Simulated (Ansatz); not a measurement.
The numbers come from plane-wave PAW DFT (Ansatz): r2SCAN, no spin polarisation, 500 eV, 4×3×4 (shifted by 0, 0.5, 0.5 steps) k points, fermi-dirac occupations (width 0.1 eV). Nothing was relaxed.

Computed maps in the lattice plane spanned by b (left to right, 6.12 Å, 19 points from zero) and c (bottom to top, 5.17 Å, 16 points from zero), 91° apart, at height 0.253 along a. The fields are smooth PAW ones with compensation charges, not the true ones near nuclei.

Valence density. Digits on a logarithmic scale: 0 up to 0.03 e/Å³, each further digit a factor of 1.6, 9 from 1.3 e/Å³ up:
```
9999853246999974236
9999753347999985336
6887543346899964334
4555433344677653223
2322234433344333333
3211245554222234554
5312468875311246887
7423589997421358999
8534699998532469999
7534699998533469999
6434579986433457898
4334456654333445665
3344333332233433333
4565421112345432223
6898631123577653124
8999752135899964235
```

ELF. Ten even steps from '0' (0.02) to '9' (0.85):
```
9748950028975983018
9989830028965992007
8998610016999970004
3664100002688710000
0010000000133100000
1000024431000001454
7200378986100037999
9500699898400169989
9500796389600279759
9300598699500169879
6000179997200037999
1000027873000013675
0000001210000000110
2442100000133200000
8999720003688740004
9989950016999972017
```

Q: The cell is CaCuO4. Which atoms lie within 0.2 Å of this plane, and where (fractions of b and c)?

A: O at (0.36, 0.42), O at (0.89, 0.43), O at (0.61, 0.91), O at (0.10, 0.94). The whole cell:
```yaml
crystal:
  lattice:
    - [4.91940, 0.00000, 0.00000]
    - [0.56738, 6.09307, 0.00000]
    - [-0.13358, -0.10902, 5.16889]
  atoms:
    - { symbol: Cu, position: [0.49770, 0.66210, 0.24580] }
    - { symbol: Cu, position: [0.50230, 0.33790, 0.75420] }
    - { symbol: Ca, position: [0.01607, 0.17690, 0.25208] }
    - { symbol: Ca, position: [0.98393, 0.82310, 0.74792] }
    - { symbol: O, position: [0.25260, 0.35800, 0.42320] }
    - { symbol: O, position: [0.74740, 0.64200, 0.57680] }
    - { symbol: O, position: [0.21780, 0.88800, 0.43060] }
    - { symbol: O, position: [0.78220, 0.11200, 0.56940] }
    - { symbol: O, position: [0.73880, 0.38700, 0.09410] }
    - { symbol: O, position: [0.26120, 0.61300, 0.90590] }
    - { symbol: O, position: [0.77630, 0.90400, 0.06130] }
    - { symbol: O, position: [0.22370, 0.09600, 0.93870] }
```

Origin: a known structure type with other elements, at an estimated volume, so it need not be a known compound. Caveats: many states at the Fermi level without spin polarisation, so a magnetic state may lie lower; the k mesh is coarse if the cell is a metal; atoms or cell far from equilibrium.
